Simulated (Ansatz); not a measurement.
## Magnetovolume behaviour of MnPt3 (Pm-3m)

```
Mn Pt
1.0
     3.90000    0.00000    0.00000
     0.00000    3.90000    0.00000
     0.00000    0.00000    3.90000
Mn Pt
1 3
Direct
  0.00000 0.00000 0.00000
  0.00000 0.50000 0.50000
  0.50000 0.00000 0.50000
  0.50000 0.50000 0.00000
```

The reference geometry is a structure as deposited in COD; nothing is relaxed.

Settings: PBEsol, 8×8×8 k mesh, Fermi–Dirac smearing of 0.08 eV. PAW means Ansatz 0.2.0 on its default frozen-core files; LAPW is all-electron LAPW in Ansatz 0.2.0. Site moments are integrated in spheres about the atoms, whose radii differ between the methods. Start moments of the first PAW run (μB): Mn1 4.

The cell shown is scaled evenly to other volumes, and every spin-polarised run starts from the same moments.

The search for lower states is left at its default.

```
V/V₀  Å³/atom  M PAW (μB/cell)  M LAPW (μB/cell)  largest site moment, PAW (μB)  P PAW (GPa)  P LAPW (GPa)  F − F(unpolarised), PAW (meV/atom)
0.66     9.79             0.00                 –                           0.00        248.0             –                                   0
0.74    10.97             3.66              3.66                           2.92        142.7         142.5                                 -36
 0.8    11.86             3.92                 –                           3.22         85.3             –                                -120
0.86    12.75             4.06                 –                           3.42         45.7             –                                -197
0.92    13.64             4.13              4.13                           3.56         18.4          18.4                                -265
0.96    14.24             4.16                 –                           3.65          5.2             –                                -306
   1    14.83             4.19              4.19                           3.73         -5.0          -5.0                                -344
1.04    15.42             4.22              4.23                           3.81        -12.9         -12.9                                -380
 1.1    16.31             4.30                 –                           3.92        -21.3             –                                -430
1.25    18.54             4.54                 –                           4.17        -31.2             –                                -542
```

The moments are gone at V/V₀ = 0.66 (248 GPa), and present from 0.74 (143 GPa) upwards, where the largest is 2.92 μB at first.

Problem. Fit a third-order Birch–Murnaghan equation to the PAW pressures of the magnetic runs between 0.85 and 1.11 V₀. What are the zero-pressure volume and bulk modulus, and what do the unpolarised runs give?

Solution. V = 14.52 Å³/atom (0.979 V₀), B = 250 GPa, B′ = 5.3, with a worst miss of 0.09 GPa. The unpolarised pressures, 32.7, 6.9, -5.5, -15.0, -22.3, -30.0 GPa at V/V₀ = 0.86, 0.92, 0.96, 1, 1.04, 1.1, give 13.95 Å³/atom and 288 GPa, so the moments change the volume by +4.1 %. Cell shape and inner coordinates are held, so these aren't the relaxed crystal's values unless symmetry fixes them.

The PAW files were made with PBE; the program remakes their cores once for the run's functional and then keeps them frozen.  Spin–orbit coupling is left out although heavy atoms are present. The magnetic state is the one that this cell and start allow. It needn't be the compound's measured order, which may need a larger cell or be absent.
